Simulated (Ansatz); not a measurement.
Molecular dynamics on a 2×2×2 supercell (16 atoms) of HgTe (zincblende), relaxed with r2SCAN. Forces come from PBE in the plane-wave code Ansatz: a Langevin thermostat at fixed volume, 800 K, steps of 2 fs. Classical nuclei, no spin polarisation; a few dozen steps show the first response, not equilibrium.

```yaml
crystal:
  lattice:
    - [0.0, 6.5783157744, 6.5783157744]
    - [6.5783157744, 0.0, 6.5783157744]
    - [6.5783157744, 6.5783157744, 0.0]
  atoms:
    - { symbol: Hg, position: [0.0, 0.0, 0.0] }
    - { symbol: Te, position: [0.125, 0.125, 0.125] }
    - { symbol: Hg, position: [0.0, 0.0, 0.5] }
    - { symbol: Te, position: [0.125, 0.125, 0.625] }
    - { symbol: Hg, position: [0.0, 0.5, 0.0] }
    - { symbol: Te, position: [0.125, 0.625, 0.125] }
    - { symbol: Hg, position: [0.0, 0.5, 0.5] }
    - { symbol: Te, position: [0.125, 0.625, 0.625] }
    - { symbol: Hg, position: [0.5, 0.0, 0.0] }
    - { symbol: Te, position: [0.625, 0.125, 0.125] }
    - { symbol: Hg, position: [0.5, 0.0, 0.5] }
    - { symbol: Te, position: [0.625, 0.125, 0.625] }
    - { symbol: Hg, position: [0.5, 0.5, 0.0] }
    - { symbol: Te, position: [0.625, 0.625, 0.125] }
    - { symbol: Hg, position: [0.5, 0.5, 0.5] }
    - { symbol: Te, position: [0.625, 0.625, 0.625] }
kpoints:
  mp_grid: { grid: [2, 2, 2] }
hamiltonian:
  xc: pbe
scf:
  occupations: { method: fermi_dirac, width: 0.069 }
md:
  ensemble: nvt_langevin
  temperature: 800
  timestep: 2.0
  n_steps: 20
  initial_velocities: maxwell_boltzmann
  seed: 3863
```

Command: `ansatz run input.yaml --threads 4 --pin off --max-ram 3686MiB --backend cpu --events-out ev --progress --plain --runs-dir out`. It took 6 min on 4 threads of Arm Neoverse N1 (shared host), load about 0.7 per core; peak host memory 2.6 GiB.

| step | t (fs) | T (K) | free energy F from step 0 (meV/atom) | kinetic energy (meV/atom) | largest force (eV/Å) |
| --- | --- | --- | --- | --- | --- |
| 0 | 0 | 750 | 0.0 | 96.9 | 0.00 |
| 1 | 2 | 738 | 0.1 | 95.4 | 0.05 |
| 2 | 4 | 747 | 0.4 | 96.5 | 0.11 |
| 3 | 6 | 686 | 0.9 | 88.7 | 0.16 |
| 4 | 8 | 682 | 1.6 | 88.2 | 0.21 |
| 5 | 10 | 615 | 2.4 | 79.4 | 0.26 |
| 6 | 12 | 575 | 3.4 | 74.3 | 0.32 |
| 7 | 14 | 572 | 4.5 | 73.9 | 0.38 |
| 8 | 16 | 562 | 5.8 | 72.6 | 0.45 |
| 9 | 18 | 597 | 7.3 | 77.1 | 0.51 |
| 10 | 20 | 636 | 8.9 | 82.2 | 0.59 |
| 11 | 22 | 621 | 10.7 | 80.3 | 0.67 |
| 12 | 24 | 597 | 12.6 | 77.2 | 0.76 |
| 13 | 26 | 590 | 14.5 | 76.2 | 0.84 |
| 14 | 28 | 601 | 16.6 | 77.6 | 0.93 |
| 15 | 30 | 563 | 18.7 | 72.7 | 1.02 |
| 16 | 32 | 598 | 20.9 | 77.2 | 1.12 |
| 17 | 34 | 552 | 23.2 | 71.4 | 1.22 |
| 18 | 36 | 532 | 25.6 | 68.7 | 1.32 |
| 19 | 38 | 544 | 28.1 | 70.3 | 1.43 |
| 20 | 40 | 527 | 30.6 | 68.1 | 1.53 |

The temperature goes from 750 K to 527 K in 40 fs. The thermostat hasn't had time to restore it. By the last step the atoms have moved 0.11 Å in the root mean square, the drift of the whole cell taken out, 0.18 Å at most.

Positions (Å) and forces (eV/Å) at step 20:
```
Hg  -0.109  -0.047   0.049     0.696  -0.058  -0.195
Te   1.673   1.632   1.572     0.100  -0.058   0.226
Hg   3.355   3.254  -0.087    -0.877   0.942   0.822
Te   4.938   5.028   1.724    -0.298  -0.627  -0.096
Hg   3.375   0.022   3.371    -0.404  -0.374  -0.710
Te   4.931   1.538   4.949     0.214   0.768   0.138
Hg   6.572   3.248   3.281    -0.328   0.167   0.200
Te   8.165   4.948   4.841     0.135   0.012   0.433
Hg   0.054   3.182   3.353     0.434   0.308  -0.321
Te   1.726   4.967   4.876    -0.224  -0.149   0.425
Hg   3.317   6.652   3.279    -0.160   0.259   0.121
Te   4.922   8.379   4.999     0.504  -1.181  -0.635
Hg   3.284   3.193   6.611    -0.045   0.283  -0.078
Te   4.948   4.804   8.287     0.003   0.388  -0.310
Hg   6.574   6.599   6.525    -0.228  -0.387   0.139
Te   8.096   8.241   8.232     0.477  -0.294  -0.161
```
